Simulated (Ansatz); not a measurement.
HfO2:
Space group Pca2₁ (No. 29); a = 5.247 Å, b = 5.030 Å, c = 5.059 Å, α = 90.00°, β = 90.00°, γ = 90.00°

| atom | site | symmetry | x | y | z |
|---|---|---|---|---|---|
| Hf | 4a | 1 | 0.0326 | 0.2670 | 0.2486 |
| O | 4a | 1 | 0.3670 | 0.0700 | 0.1090 |
| O | 4a | 1 | 0.2678 | 0.5389 | 0.4984 |

Relaxed with r²SCAN.

Task: Tabulate the valence density and the electron localisation function along the shortest Hf–Hf contact (3.41 Å), DFT-r²SCAN in the program Ansatz with PAW potentials.

Result: 

```tsv
distance from Hf (Å)	density (e/Å³)	ELF
0.34	21.56	0.84
0.51	11.52	0.85
0.68	4.83	0.76
0.85	1.66	0.48
1.02	0.55	0.16
1.19	0.25	0.06
1.36	0.19	0.06
1.53	0.18	0.08
1.70	0.18	0.09
1.87	0.19	0.08
2.04	0.20	0.07
2.21	0.26	0.06
2.38	0.56	0.15
2.55	1.67	0.47
2.73	4.84	0.76
2.90	11.53	0.85
3.07	21.56	0.84
```

The density is the valence pseudo-density with augmentation charge, so density and ELF within about 1 Å of a nucleus are not all-electron values.

Space group Pca2_1. Symmetry was held in the r²SCAN relaxation. The run is not spin-polarised. Scalar-relativistic: spin–orbit coupling is off unless named, which matters more the heavier the elements.

Potentials: the later of the program's two PAW sets.
